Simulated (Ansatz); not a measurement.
Level of theory: DFT PBE, scalar-relativistic, plane waves, PAW (Ansatz 0.2.0). Settings: cutoff 420 eV, Γ-centred meshes spaced at most about 0.3 Å⁻¹, and about 0.25 Å⁻¹ or finer for metals (2π included), Gaussian smearing. No spin polarisation in the final relaxations.

Temperature and zero-point effects are left out.

Compare these two cells of Y3Si2F, each relaxed at this level.

1.

```xyz
6
Lattice="3.5971 0.0000 0.0000 0.0000 3.5971 0.0000 0.0000 0.0000 10.3980" Properties=species:S:1:pos:R:3 pbc="T T T"
Y     1.7985    1.7985    5.5585
Y     1.7985    1.7985   10.1783
Y     0.0000    0.0000    2.4865
Si    1.7985    0.0000    7.8258
Si    0.0000    1.7985    7.8258
F     0.0000    0.0000    4.7806
```

2.

```xyz
6
Lattice="7.1942 0.0000 0.0000 -3.5971 6.2304 0.0000 0.0000 0.0000 3.9214" Properties=species:S:1:pos:R:3 pbc="T T T"
Y    -1.7986    3.1152    0.0000
Y     3.5971    0.0000    0.0000
Y     1.7986    3.1152    0.0000
Si    3.5971    2.0768    1.9607
Si    0.0000    4.1536    1.9607
F     0.0000    0.0000    0.0000
```

Question: Which form is favoured at zero pressure, and by what margin per atom?

Answer: Cell 1 is lower, by 263 meV/atom. Cell 1 has space group P4mm (No. 99), 22.4 Å³/atom and no gap on its mesh; cell 2 has space group P6/mmm (No. 191), 29.3 Å³/atom and no gap. Counting Si or Y atoms around F (for each partner element, those within 1.25 times its shortest distance or 1.15 times the sum of covalent radii, where it is the nearest in units of that sum or under 1.3; a plus sign parts groups by distance over the sum of covalent radii; the shortest distance is added where it exceeds 1.18 times the sum of covalent radii), cell 1 has F 1+4 and cell 2 has F 6 from 3.6 Å. Cell 1 holds Si–Si nets (shortest 2.54 Å); in cell 2 the shortest Si–Si distance is 3.92 Å. The denser one is the lower, and pressure would at first widen the difference. In cell 1, Y on its first site has 4 F at 2.66 Å and 4 Si at 2.89 Å; Si has 4 Si at 2.54 Å and 4 Y at 2.89–2.96 Å; around F lie 1 Y at 2.29 Å and 4 Y at 2.66 Å; 2 more sites not described. In cell 2, around Y lie 4 Si at 2.86 Å, 2 F at 3.60 Å and 4 Y at 3.60 Å; Si is surrounded by 6 Y at 2.86 Å; F is surrounded by 6 Y at 3.60 Å and 2 F at 3.92 Å (long against covalent radii, as for large ions). Both come from invented guesses. A third cell relaxed alike, in R-3m, lies 0.34 eV/atom below the lower of the two.

The zero gap of P6/mmm may come from the functional, which often closes small gaps, or the cell may be a true semimetal. Cells relaxed within their symmetry can be saddle points.
